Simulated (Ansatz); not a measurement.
**Notes on TiSe**

```
CELL_PARAMETERS angstrom
5.64902 -0.70829 0.16635
-0.91693 5.12055 -0.43817
0.01146 0.27985 5.27566
ATOMIC_POSITIONS crystal
Ti 0.10298 0.90802 0.49760
Ti 0.11300 0.23863 0.06434
Ti 0.67249 0.63717 0.79743
Ti 0.73183 0.43792 0.28771
Se 0.41373 0.98014 0.87807
Se 0.80670 0.17838 0.68279
Se 0.40969 0.70507 0.23471
Se 0.22095 0.46621 0.60964
```

Level: m-r2SCAN, no spin polarisation; 500 eV; 4×4×4 (shifted by 0.5, 0.5, 0 steps) mesh; methfessel-paxton occupations (width 0.0868 eV); Ansatz 0.2.0, fixed geometry.

Question: Is there a gap?

Answer: It is a metal on this mesh, though the bands barely overlap, with about 8.8 states/eV a cell as the mean within 0.25 eV of the Fermi level, mostly Ti d (80 %).

Question: Which element gives electrons and which takes them?

Answer: Bader charges in e: Ti +0.69 to +0.93, Se -0.92 to -0.77. In the mean Ti gives up most and Se takes most.

Question: Describe some of the short contacts.

Answer: Se–Se at 2.39 Å: least valence density 0.60 e/Å³ and ELF 0.56 there. Ti–Se at 2.63 Å: least valence density 0.30 e/Å³ and ELF 0.18 there. Ti–Ti at 2.89 Å: least valence density 0.26 e/Å³ and ELF 0.60 there. Both are smooth PAW fields, read partly inside the augmentation spheres.

Question: Which atom feels the largest force, and which way?

Answer: The largest is on Se5: 3.32 eV/Å, components (-2.51, 1.98, -0.90). It makes 111° with the line to a nearest neighbour, Se6 at 2.39 Å.

Question: What does the stress say?

Answer: The pressure is 6.3 GPa (compression positive), so with the atoms held at these fractions the cell would first expand; the forces are large, so a full relaxation may end otherwise. The principal stresses -6.3, 1.5, 23.9 GPa differ, so its shape would change too.

Origin: a disordered cell, so it need not be a known compound. Caveats: many states at the Fermi level without spin polarisation, so a magnetic state may lie lower; the k mesh is coarse if the cell is a metal; atoms or cell far from equilibrium; m-r2SCAN is r2SCAN with a changed spin dependence that lowers moments.
